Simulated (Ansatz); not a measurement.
Polymorphs of CuI, each relaxed with plane-wave PAW LDA (Ansatz code):

A: P4/nmm, a = b = 3.9576 Å, c = 6.1802 Å, α = β = γ = 90.00°

B: zinc blende (F-43m), a = b = c = 5.862 Å, α = β = γ = 90.00°

C: R-3m, a = b = 4.2984 Å, c = 19.6040 Å, α = β = 90.00°, γ = 120.00°

D: Cmcm, a = 6.659 Å, b = 6.938 Å, c = 4.256 Å, α = β = γ = 90.00°

E: P-3m1, a = b = 4.007 Å, c = 7.014 Å, α = β = 90.00°, γ = 120.00°

Question: Rank these by energy per atom at 0 K (lowest first), as LDA gives it.

Answer: E (+0 meV/atom), B (+6 meV/atom), A (+15 meV/atom), D (+89 meV/atom), C (+282 meV/atom)

Question: Give each one's gap.

Answer: A 1.48 eV; B 1.22 eV; C no gap; D 0.82 eV; E 1.56 eV.

Built on a structure type that need not be the filed one of that space group: A. Not the usual ambient phase: A; C; D; E. Weakly bound layers, chains or molecules computed without a dispersion correction, so cells and soft constants are ill determined: A; D; E. All cells were relaxed under the symmetry of their starts (and spin orders); stability against distortions was not tested throughout. Rows with no word on spin ran without spin polarisation. Scalar-relativistic: spin–orbit coupling is off unless named, which matters more the heavier the elements.

Energies hold the estimated change up to a 700 eV cutoff; steps of a few meV lie near the error of the meshes.

Potentials: the later of the program's two PAW sets.
